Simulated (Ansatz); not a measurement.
Relaxed La2O3 (A-La2O3 type, space group P-3m1):

```
CELL_PARAMETERS angstrom
      3.94027     0.00000     0.00000
     -1.97014     3.41238     0.00000
      0.00000     0.00000     6.18799
ATOMIC_POSITIONS crystal
  La 0.33333 0.66667 0.24739
  La 0.66667 0.33333 0.75261
  O  0.00000 0.00000 0.00000
  O  0.33333 0.66667 0.64528
  O  0.66667 0.33333 0.35472
```

The numbers are results of PBE (plane waves to 420 eV, PAW, scalar-relativistic; Ansatz, an electronic-structure program), not measurements. k mesh 8×8×5 (Γ-centred), Fermi-Dirac smearing 0.05 eV. La2O3 is run without spin polarisation. La2O3 was relaxed with its symmetry unable to fall.

One atom of the cell was then moved (with its periodic images), all else fixed, and the forces (eV/Å) came out as:

```
atom     Fx     Fy      Fz
----  -----  -----  ------
La1   0.000  0.000   3.426
La2   0.000  0.000  -2.939
O3    0.000  0.000  -0.213
O4    0.000  0.000   1.083
O5    0.000  0.000  -1.357
```

Q: Which atom was moved, and by which vector (Å)?

A: La1, by (0.00, 0.00, -0.38), 0.38 Å in all.

(For displaced atoms, the force is minus the slope of the energy, and its curvature is a force constant, which sets phonon frequencies.)
